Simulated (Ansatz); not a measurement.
**NbP: computed property card**

NbP:
```
NbP
1.0
   -1.67350     1.67350     5.71388
    1.67350    -1.67350     5.71388
    1.67350     1.67350    -5.71388
Nb P
2 2
Direct
  0.00004   0.00004   0.00000
  0.75004   0.25004   0.50000
  0.58259   0.58259   0.00000
  0.33259   0.83259   0.50000
```

Space group I4_1md (No. 109); conventional cell a = b = 3.347 Å, c = 11.428 Å, α = β = γ = 90.00°.

Method: DFT-PBE in the program Ansatz with PAW potentials. Geometry: relaxed at this level of theory. Other levels are named where they apply.

Cell and energy:

* **Volume per atom**: 16.00 Å³
* **Density**: 6.43 g/cm³
* **Formation energy from the elements (no fitted shifts)**: -1.04 eV/atom

Electronic structure:

- Electronic character = no gap, with almost no states at the Fermi level (zero-gap or semimetallic)
- Density of states at the Fermi level = 0.03 states/eV per atom (mean over ±0.08 eV)
- Gap with spin–orbit coupling = none (metallic)

Mechanics:

Bulk modulus (Birch–Murnaghan fit): 186 GPa
Pressure derivative B′: 4.2

Phonons:

* **Highest zone-centre frequency**: 47.2 meV
* **Zone-centre stability**: no imaginary mode at Γ

Charges:

- Bader charges: Nb +1.15, P -1.15 e

The cell was relaxed with PBE under the symmetry of its start. The run is not spin-polarised. A small band overlap can be real or an error of a semilocal functional. As this level gives no gap, phonon frequencies hold no LO–TO term and depend on the k-mesh and smearing (Fermi–Dirac, 0.1 eV here). The references are the lowest solids computed at this level, not always the standard phases. Scalar-relativistic: spin–orbit coupling is off unless named, which matters more the heavier the elements.

Potentials: the later of the program's two PAW sets.
